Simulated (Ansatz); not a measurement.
MgZnO2:
```
MgZnO2
1.0
    3.22429     0.00000     0.00000
   -1.61214     2.79231     0.00000
    0.00000     0.00000     5.05807
Mg Zn O
1 1 2
Direct
  0.33333   0.66667   0.49629
  0.66667   0.33333   0.00247
  0.33333   0.66667   0.88497
  0.66667   0.33333   0.38826
```

Relaxed with LDA. Special points in fractions of this cell's reciprocal vectors: Γ (0.000, 0.000, 0.000); M (0.500, 0.000, 0.000); K (0.333, 0.333, 0.000); A (0.000, 0.000, 0.500); L (0.500, 0.000, 0.500); H (0.333, 0.333, 0.500).

List the band energies nearest the valence-band maximum at these points for LDA (plane waves, PAW; program Ansatz).

In eV from the valence-band maximum; about four levels below and three above (degenerate sets whole), none deeper than 8.9 eV; points with the same levels are listed once.

| k | below | above |
|---|---|---|
| Γ | -1.43 -1.43 -0.24 0.00 0.00 | 1.83 6.84 9.05 |
| M | -2.67 -2.15 -1.37 -0.86 | 6.65 7.21 7.76 |
| K | -2.54 -2.12 -1.72 -1.71 | 7.59 8.08 8.19 |
| A | -1.34 -1.34 -0.06 -0.06 | 3.99 5.10 11.34 |
| L | -1.87 -1.80 -1.14 -0.82 | 6.09 6.51 8.89 |
| H | -2.73 -2.22 -1.27 -0.84 | 7.70 8.27 8.65 |

Space group P3m1. The first step of the workflow began from a Materials Project structure, measured or hypothetical; the Crystallography Open Database copy checked does not list it. With Mg and Zn taken as one species the cell has the higher symmetry P6_3mc, so it may be an ordered model of a mixed-site phase. Whether it is the stable phase at ambient conditions was not checked. The cell was relaxed with LDA under the symmetry of its start; phonons on a q-mesh show no instability.

Potentials: the later of the program's two PAW sets.
